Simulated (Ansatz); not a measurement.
One crystal and one scan (frozen-phonon scan) at two levels, PBE (plane waves to 420 eV, PAW, scalar-relativistic; Ansatz, an electronic-structure program) and r2SCAN (plane waves to 500 eV, PAW, scalar-relativistic; Ansatz), each from its own relaxed cell and on its own mesh. The cell shown is that of PBE.

Relaxed SrO (rock salt):

```
CELL_PARAMETERS angstrom
      0.00000     5.19500     5.19500
      2.59750     0.00000     2.59750
      2.59750     2.59750     0.00000
ATOMIC_POSITIONS crystal
  O  0.00000 0.00000 0.00000
  O  0.50000 0.00000 0.00000
  Sr 0.25000 0.50000 0.50000
  Sr 0.75000 0.50000 0.50000
```

The atoms are displaced by Q × the pattern below (from a DFPT mode at L = (0.5, 0.0, 0.0), largest move 1; Q in Å), at fixed cell. It is one choice among 2 degenerate patterns. (q is in reciprocal vectors of the primitive cell; the cell shown is doubled to hold the pattern.)

```
atom       x       y       z
----  ------  ------  ------
Sr3   -0.285   0.520  -0.805
Sr4    0.285  -0.520   0.805
```

Atoms not listed stay in place.

SrO was relaxed with its symmetry unable to fall. Percentages come from the unrounded values.

Results of PBE:

```
Property                                                                                                                                          Result
----------------------------------------------------------------------------------------  --------------------------------------------------------------
Lattice constant a (Å)                                                                                                                             5.195
Harmonic wavenumber from the curvature (finite differences) (cm⁻¹ (negative: imaginary))                                                              99
Shape of the curve                                                                        a single well with its minimum at or next to zero displacement
```

**Question.** What does r2SCAN give for the same quantities?

**Answer.** 
```tsv
quantity	r2SCAN	PBE − r2SCAN
Lattice constant a (Å)	5.160	+0.035 (+0.7 %)
Harmonic wavenumber from the curvature (finite differences) (cm⁻¹ (negative: imaginary))	107	-8 (-8 %)
```

PBE gives the higher value for: lattice constant a. PBE gives the lower value for: harmonic wavenumber from the curvature. Both give the same shape of the curve: a single well with its minimum at or next to zero displacement.

(A displaced cell: forces are minus the slopes of the energy, force constants its curvatures, and phonons follow from these.)
